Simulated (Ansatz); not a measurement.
A trial structure of ZnRuC4N4 was built thus: two interpenetrating cyanide-bridged diamond nets (P-43m, No. 215). Its size is a rough estimate.

Space group P-43m (No. 215). a = 5.857 Å, b = 5.857 Å, c = 5.857 Å, α = 90.00°, β = 90.00°, γ = 90.00°
```
atom  site  symmetry       x       y       z
  Zn    1a      -43m  0.0000  0.0000  0.0000
  Ru    1b      -43m  0.5000  0.5000  0.5000
   C    4e       .3m  0.1890  0.1890  0.1890
   N    4e       .3m  0.3043  0.3043  0.3043
```

All numbers below come from Ansatz 0.2.0, DFT PBE, scalar-relativistic, plane waves, PAW. Cutoff 420 eV, Gaussian smearing, Γ-centred meshes. Cell and atoms relax first on a coarse mesh and then on a finer one. In between, the cell is made exact in the group found at 0.06 Å. In metals the finer mesh still leaves noise of several meV/atom or more. The steps can't lower the symmetry of their start. Collinear spin, starting moments Ru 1.0 μB.

A guess keeps its type if space group and coordination stay and the shape of the cell changes little (axis ratios within about 15 %, angles within 6°); the volume may change.

**Question.** Does it keep its structure type, or change into something else?

**Answer.** It keeps its type. The symmetry stays P-43m (No. 215). The volume per atom grows by 5.9 %, from 20.1 to 21.3 Å³. The shortest distance stays 1.17 Å (C–N). Counting neighbours within 15 % of an atom's shortest distance, the start has C 1, N 1, Ru 4, Zn 4 and the end C 1, N 1, Ru 4, Zn 4.

The last run used collinear spin, a 6×6×6 mesh for its 10-atom cell and Gaussian smearing of 0.10 eV. The magnetic state reached may not be the lowest. A structure relaxed within its symmetry needn't be a true minimum.
